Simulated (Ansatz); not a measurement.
The relaxed structure here is a generated cell of Hf: the first start was made by placing the elements on the sites of a structure type, and the end was not matched to a known phase here, so it may be hypothetical. Known forms of Hf include space group No. 194.

A relaxed cell of Hf (Pm-3n (No. 223)), relaxed on a k-mesh at least as fine as the one used below. All values below come from PBEsol (plane waves to 420 eV, PAW, scalar-relativistic; Ansatz, a program for electronic structure). Γ-centred k-mesh 6×6×6 on the run's cell (coarser than for final values), Fermi–Dirac smearing 0.05 eV.

```yaml
crystal:
  lattice:
    - [5.55695, 0.00000, 0.00000]
    - [0.00000, 5.55695, 0.00000]
    - [0.00000, 0.00000, 5.55695]
  atoms:
    - { symbol: Hf, position: [0.25000, 0.00000, 0.50000] }
    - { symbol: Hf, position: [0.75000, 0.00000, 0.50000] }
    - { symbol: Hf, position: [0.00000, 0.50000, 0.25000] }
    - { symbol: Hf, position: [0.00000, 0.50000, 0.75000] }
    - { symbol: Hf, position: [0.50000, 0.25000, 0.00000] }
    - { symbol: Hf, position: [0.50000, 0.75000, 0.00000] }
    - { symbol: Hf, position: [0.00000, 0.00000, 0.00000] }
    - { symbol: Hf, position: [0.50000, 0.50000, 0.50000] }
```

The atoms are displaced by (Å):

```csv
atom,ux,uy,uz
Hf1,0.016,-0.008,0.009
Hf2,0.005,-0.051,-0.149
Hf3,-0.030,0.057,0.104
Hf4,-0.078,-0.055,0.023
Hf5,-0.112,-0.083,-0.123
Hf6,0.062,-0.040,0.079
Hf7,0.016,0.034,0.039
Hf8,0.099,0.065,-0.010
```

Task: What forces (eV/Å) and pressure result?

Result: 
```tsv
atom	Fx	Fy	Fz
Hf1	-0.24	0.16	0.33
Hf2	0.02	0.24	0.30
Hf3	0.46	0.04	-0.98
Hf4	0.45	-0.14	0.47
Hf5	0.16	0.51	-0.13
Hf6	0.09	-0.17	0.16
Hf7	-0.17	-0.12	-0.34
Hf8	-0.77	-0.52	0.19
```

Pressure +0.9 GPa.

The undisplaced cell is probably no minimum: from this displacement the run went on to R3 (No. 146), 0.12 eV/atom below it.

No spin polarisation in the result.
